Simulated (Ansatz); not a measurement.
Input file for Ansatz (a quantum-chemistry and plane-wave program):

Ansatz 0.2 input:
```yaml
crystal:
  lattice:
    - [-2.0524799674, 2.0524799674, 2.0524799674]
    - [2.0524799674, -2.0524799674, 2.0524799674]
    - [2.0524799674, 2.0524799674, -2.0524799674]
  atoms:
    - { symbol: C, position: [0.0, 0.25, 0.5] }
    - { symbol: C, position: [0.25, 0.5, 0.0] }
    - { symbol: C, position: [0.5, 0.0, 0.25] }
    - { symbol: C, position: [0.25, 0.25, 0.25] }
kpoints:
  mp_grid: { grid: [14, 14, 14] }
hamiltonian:
  xc: r2scan
  pseudopotentials: { kind: paw }
scf:
  occupations: { method: gaussian, width: 0.05 }
checkpoint: { read: metal.run }
output: { write_density: true, elf: true, volumetric_format: npy }
basis: { fft_grid_basis: typed }
```

Output (shortened):

```
Pseudopotential: C, paw, valence charge 4
Functional definition: r2SCAN
Crystal: 4 atoms, lattice volume = 34.586 Å³
Basis set: ecut = 500 eV, 935 PW (Γ), exchange–correlation on 108×108×108 points (64 copies of the dense FFT grid, shifted against one another)
Bands: 16, of which v1, the nominal top of the filled ones, is band 8 counted from 1 (7 counted from 0)
Symmetry: 24 space group operations
Space group: I4132 (ITA 214), of the structure as read, at distance tolerance 3.3e-5 Å
k-points: 104 of 2744 (time reversal used)
Stability of the state it starts from, as read at its close in the unpolarized treatment …
iter 1 solved again at ethr=1.01e-7 eV; its pass at ethr=3.10e-3 eV (dr2=1.61e-5 eV) is discarded
SCF iter   1: F=—  HF=-1001.123808 eV  |F-HF|=—  |Δ(HF+E_count)|=         —  Δρ=6.31e-7  dr2=6.90e-11  dr2_τ=3.57e-12  ethr=1.01e-7  ⟨swp⟩=4.0  Hψ=13125  notcnv=0
preconditioner: auto → Kerker (q_TF=auto, 2.399 Å⁻¹)
SCF iter   2: F=-1001.123808 eV  HF=-1001.123808 eV  |F-HF|=1.71e-12  |Δ(HF+E_count)|=   5.75e-8  Δρ=3.35e-7  dr2=1.39e-11  dr2_τ=1.98e-12  ethr=1.00e-12  ⟨swp⟩=6.1  Hψ=6113  notcnv=0
SCF 1 converged in 2 iterations: F = -1001.123808 eV  dr2 = 1.39e-11
SCF converged after 2 iterations
Free energy (F): -1001.123808 eV
Harris-Foulkes:  -1001.123808 eV  (|F-HF|=1.71e-12)
Internal energy: -1001.120194 eV  (E = F + TS)
E sigma→0 (E₀):  -1001.122001 eV
Entropy (-TS):   -0.003614 eV (-0.903 meV/atom)
Fermi energy:    6.911070 eV
--- Per-component energies (eV) ---
  E_band       = -31.571147
  E_kinetic    = 357.694021
  E_local      = -513.984656  (includes V_loc(G=0)·N_el)
  E_nonlocal   = 107.230353
  E_hartree    = 143.420714
  E_xc         = -186.329317
  E_vxc        = -258.284175  (∫ρ·V_xc dr)
  E_paw        = -402.458624  (= ΣΔE_a)
  E_vpaw       = -25.618625  (= ΣTr[D̂ρ^β])
  E_aug_tail   = 0.000017  (compensation charges beyond the density's cutoff)
  E_vtau       = 14.550464  (kinetic-family band-sum trace: ∫τ·v_τ [+ j·A + Jᵃ·Aᵃ] dr)
  E_ewald      = -506.593606
  E_core_change = -0.099095  (= ΣΔE_core)
  E_smearing   = -0.003614  (= −TS)
  E_closure    =  0.000000  (closes the sum)
  Σ components = -1001.123808   (vs F -1001.123808, Δ=0.00e0)
  [band-id]    e_kinetic+e_local+e_nonlocal+2·e_hartree+e_vxc+e_vpaw+e_augmentation_tail+e_vtau = -31.571173   (vs E_band -31.571147, Δ=-2.67e-5)
--- Band table (eV; the first three rows and the last of 104) ---
  k-point 0: bands = ["-13.1851", "-3.5307", "-3.5307", "-3.5307", "-0.5736", "-0.5736", "4.3394", "4.3394", "4.3394", "13.4686", "14.0614", "16.5894", "16.5894", "16.5894", "25.7107", "25.7107"]
  k-point 1: bands = ["-13.1276", "-4.3876", "-3.6014", "-2.8216", "-0.5981", "-0.5034", "4.3339", "4.4199", "4.4980", "13.3058", "14.2451", "15.7555", "16.7822", "17.6401", "24.7027", "24.8595"]
  k-point 2: bands = ["-12.9567", "-5.3176", "-3.7876", "-2.3275", "-0.6690", "-0.3155", "4.3562", "4.6659", "4.9335", "12.8685", "14.6573", "15.2781", "17.3120", "18.8337", "23.2436", "23.5602"]
  k-point 103: bands = ["-8.7990", "-8.7990", "-8.7990", "-1.1972", "-1.1972", "-1.1972", "7.7570", "8.5963", "8.5963", "8.5963", "16.4693", "18.1138", "18.1138", "18.1138", "22.6013", "22.6013"]
```

Cost: very roughly 7 core-seconds on shared cores.

Space group I4_132. The start of the workflow was typed in or built on a structure type; neither database checked (COD, Materials Project) lists it. It is not the phase usual at ambient conditions (space group No. 194, 227). The r²SCAN relaxation kept the symmetry of its start. At this level the phase is mechanically unstable.

Potentials: the later of the program's two PAW sets.

Ansatz is a plane-wave DFT program.
